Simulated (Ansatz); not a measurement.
# TaCuN₂: all-electron results

```
Ta Cu N
1.0
     1.56800    0.90529    5.81267
    -1.56800    0.90529    5.81267
     0.00000   -1.81057    5.81267
Ta Cu N
1 1 2
Direct
  0.50000 0.50000 0.50000
  0.00000 0.00000 0.00000
  0.11900 0.11900 0.11900
  0.88100 0.88100 0.88100
```

Atoms are numbered in the order listed.

The cell comes from COD entry 4030363, which wasn't checked; take it as a given geometry.

Spin–orbit coupling is left out, though it moves levels of the heavy atoms by tenths of an eV or more.

Methods: DFT, PBEsol, all-electron LAPW, scalar-relativistic (Ansatz 0.2.0); DFT, PBEsol, PAW with Ansatz's default frozen-core files, scalar-relativistic (Ansatz 0.2.0).

For LAPW: a Γ-centred 12×12×12 k mesh, Fermi–Dirac smearing of 0.05 eV, basis error target 1 meV/atom, no spin polarisation. PAW takes a cutoff of 420 eV at this cell (files made with PBE, cores remade for this functional). The Ansatz runs share mesh, smearing and spin set-up. Values come from LAPW unless marked.

* Smallest direct gap on the path: 1.38 eV
* Largest force: 0.12411 Ha/bohr on N4
* Stress xx, yy, zz (compression positive): 24.79, 24.79, 2.31 GPa
* Bader charges (from the PAW run): Ta1 +2.59, Cu2 +0.43, N3 -1.51 e
* Volume per atom: 83.5 bohr³

(1) Give the computed value. Löwdin charges (with 0.17 e of the cell spilling out of the atomic basis, so their sizes and signs hang on that basis).

(2) Give the computed value. Band gap.

(3) Predict this quantity. Pressure at this cell.

## Answers

(1) Ta1 1.27, Cu2 0.54, N3 -0.82 e.

(2) 0.85 eV.

(3) 17.30 GPa.
